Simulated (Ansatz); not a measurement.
Data:

HfPt₃:
```cif
data_Hf4Pt12
_chemical_formula_sum 'Hf4 Pt12'
_space_group_name_H-M_alt 'P63/mmc'
_space_group_IT_number 194
_space_group_name_Hall '-P 6c 2c'
_cell_length_a 5.66665
_cell_length_b 5.66665
_cell_length_c 9.25703
_cell_angle_alpha 90.000
_cell_angle_beta 90.000
_cell_angle_gamma 120.000
loop_
_atom_site_label
_atom_site_type_symbol
_atom_site_symmetry_multiplicity
_atom_site_Wyckoff_symbol
_atom_site_fract_x
_atom_site_fract_y
_atom_site_fract_z
_atom_site_occupancy
Hf1 Hf 2 a 0.00000 0.00000 0.00000 1
Hf2 Hf 2 c 0.33333 0.66667 0.25000 1
Pt1 Pt 6 g 0.50000 0.50000 0.50000 1
Pt2 Pt 6 h 0.33921 0.16960 0.25000 1
```

This is the r²SCAN-relaxed structure.

All from the program Ansatz at the r²SCAN level (PAW), unless another level is named. Give the formation energy from the elements (no fitted shifts).

-1.15 eV/atom.

Predict the density of states at the Fermi level.

0.09 states/eV per atom (mean over ±0.08 eV).

Space group P6_3/mmc. The first step of the workflow began from a Materials Project structure, measured or hypothetical; the Crystallography Open Database files this formula in space group No. 194, but the cells were not matched. Whether it is the stable phase at ambient conditions was not checked. Symmetry was held in the r²SCAN relaxation; whether a distortion lowers the energy is not shown. No spin polarisation was allowed. The references are the lowest solids computed at this level, not always the standard phases. Spin–orbit coupling is left out wherever it is not named.

Potentials: the later of the program's two PAW sets.
